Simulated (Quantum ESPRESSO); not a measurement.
## Calculated data, Zn$_{4}$S$_{3}$O (made-up cell)

Calculation on a made-up crystal cell, not a measurement: periodic Kohn-Sham density functional theory in plane waves with PseudoDojo standard norm-conserving scalar-relativistic pseudopotentials, each functional with its own files (v0.5 for PBE, v0.4.1 for LDA and PBEsol), no spin polarisation, no spin-orbit coupling, atoms not relaxed, stress positive in tension, energies less a fixed whole-eV offset for each atom's element; levels are Kohn-Sham levels at fractions of this cell's reciprocal vectors, counted from the reference band (half the neutral cell's valence electrons, rounded up) at Gamma; error bars cover cutoff and k-mesh only, not smearing or the files; added strain carries the atoms with the cell, and shear is the tensor component; each bar is the largest change over components, and at least 0.002 eV, 0.002 eV per angstrom or 0.02 GPa; energies are for the whole cell, and the offsets were chosen from early runs and are not element reference energies. Program: Quantum ESPRESSO 7.5.

Entry: Zn$_{4}$S$_{3}$O (made-up cell)

```xyz
8
Lattice="5.3798 -0.0333 0.0100 -0.0333 5.4049 0.0446 0.0100 0.0446 5.4645" Properties=species:S:1:pos:R:3 Zn4S3O
Zn    -0.0523     0.0194     0.0736
Zn    -0.0950     2.6021     2.7544
Zn     2.7497    -0.0110     2.6075
Zn     2.6555     2.7018     0.1212
S      1.4822     1.2650     1.3741
S      1.2886     4.0173     4.1405
O      3.9795     1.4148     4.1713
S      3.9565     4.0034     1.5130
```

* lattice type: zincblende/diamond
* functional: pbe
* cutoff: 1143 eV
* fermi dirac smearing: 0.025 eV
* scf tolerance: 1e-07 eV
* electrons removed: 0
* k mesh: 4 x 4 x 4, shifted by half a step
* free energy less offsets: 0.7529 eV
* smearing term minus ts: 0 eV
* scf iterations: 11
* pressure: -3.749 GPa
* stress xx: 3.375 GPa
* stress yy: 2.94 GPa
* stress zz: 4.93 GPa
* stress yz: 0.9651 GPa
* stress xz: -0.7477 GPa
* stress xy: 0.4347 GPa
* reference band: 52
* error bar energy: 0.002 eV
* error bar stress: 0.02 GPa
* error bar force: 0.002 eV/Å
* error bar next band up: 0.002 eV
* error bars from: tighter rerun of a related cell

Atoms:
```csv
atoms element,atom site,atom energy offset (eV)
Zn,1,-5687
Zn,2,-5687
Zn,3,-5687
Zn,4,-5687
S,5,-302
S,6,-302
O,7,-452
S,8,-302
```

Forces:
```csv
site,x (eV/Å),y (eV/Å),z (eV/Å)
1,-0.3625,0.3445,-1.155
2,-0.2376,-0.694,1.317
3,0.122,0.3359,2.404
4,0.6299,-0.2956,-1.584
5,-1.707,0.585,-0.01639
6,-0.01976,0.3178,0.03042
7,0.5344,-0.2071,-0.1896
8,1.041,-0.3866,-0.8052
```

Levels:
```csv
level k point,next band up (eV)
Gamma,1.18
"(1/2,1/2,1/2)",2.025
"(0.15,0,0)",1.713
"(0,0.15,0)",1.708
"(0,0,0.15)",1.686
```
